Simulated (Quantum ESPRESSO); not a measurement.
# Band energies of HgI

```
HgI
1.0
   -2.42972     2.42972     5.88296
    2.42972    -2.42972     5.88296
    2.42972     2.42972    -5.88296
I Hg
2 2
Direct
  0.65082   0.65082   0.00000
  0.34918   0.34918   0.00000
  0.88769   0.88769   0.00000
  0.11231   0.11231   0.00000
```

PBEsol (Quantum ESPRESSO, PseudoDojo norm-conserving, 70 Ry, no spin-orbit coupling); path ΓXYSΓZS1NPY1Z,XP; energies in eV from the valence-band maximum.

```csv
k (1/Å),point,band 23,band 24,band 25,band 26,band 27,band 28,band 29,band 30
0.00,Γ,-2.89,-1.60,-1.60,-1.11,-1.11,2.78,5.01,5.01
0.23,,-2.98,-1.73,-1.19,-0.99,-0.56,2.81,3.90,4.68
0.57,,-2.53,-2.17,-1.56,-1.27,-0.27,2.83,4.45,4.56
0.91,X,-2.55,-2.40,-1.92,-1.78,-1.10,2.50,4.55,5.35
0.91,Y,-2.84,-1.95,-1.89,-1.29,-1.06,2.49,4.02,5.40
1.13,,-2.58,-1.86,-1.26,-0.65,-0.52,2.59,3.26,5.10
1.45,S,-2.06,-1.28,-0.61,-0.41,-0.14,2.96,3.33,4.29
1.77,,-2.67,-1.10,-0.89,-0.65,-0.07,2.84,2.88,3.92
2.10,,-2.98,-1.57,-1.49,-1.08,-0.97,2.78,4.64,4.87
2.21,Γ,-2.89,-1.60,-1.60,-1.11,-1.11,2.78,5.01,5.01
2.42,,-1.85,-1.85,-1.32,-0.89,-0.89,1.67,5.36,5.36
2.74,Z,-2.16,-2.16,-0.95,-0.64,-0.64,2.05,4.15,5.17
3.06,,-1.90,-1.77,-0.85,-0.56,-0.24,2.53,4.42,4.49
3.28,S1,-2.06,-1.28,-0.61,-0.41,-0.14,2.96,3.33,4.29
3.42,,-1.68,-1.13,-0.69,-0.41,-0.17,2.48,3.11,4.12
3.57,N,-1.06,-1.02,-0.83,-0.78,-0.08,2.10,3.03,4.06
3.75,,-1.63,-1.25,-0.84,-0.78,-0.24,1.92,3.33,4.00
4.03,,-2.58,-2.36,-1.18,-1.11,-0.66,1.32,4.60,4.67
4.21,P,-2.83,-2.83,-1.37,-1.37,-0.64,1.20,4.90,4.90
4.32,,-2.98,-2.58,-1.51,-1.22,-0.96,1.56,4.66,5.11
4.52,Y1,-2.84,-1.95,-1.89,-1.29,-1.06,2.49,4.02,5.40
4.61,,-2.94,-1.90,-1.50,-1.02,-0.87,2.49,3.59,5.45
4.86,,-2.60,-1.65,-0.82,-0.48,-0.36,2.55,3.47,4.75
5.11,,-2.24,-1.87,-0.93,-0.67,-0.44,2.19,4.23,5.24
5.28,Z,-2.16,-2.16,-0.95,-0.64,-0.64,2.05,4.15,5.17
5.28,X,-2.55,-2.40,-1.92,-1.78,-1.10,2.50,4.55,5.35
5.55,P,-2.83,-2.83,-1.37,-1.37,-0.64,1.20,4.90,4.90
```

The PBEsol gap is indirect, 1.13 eV, from 29 % of the way from S to Γ to 60 % of the way from Γ to Z; the smallest direct gap is 1.72 eV.

Without spin-orbit coupling, band edges of such heavy elements can be off by tenths of an eV.

Geometry relaxed with PBE+D3(BJ).
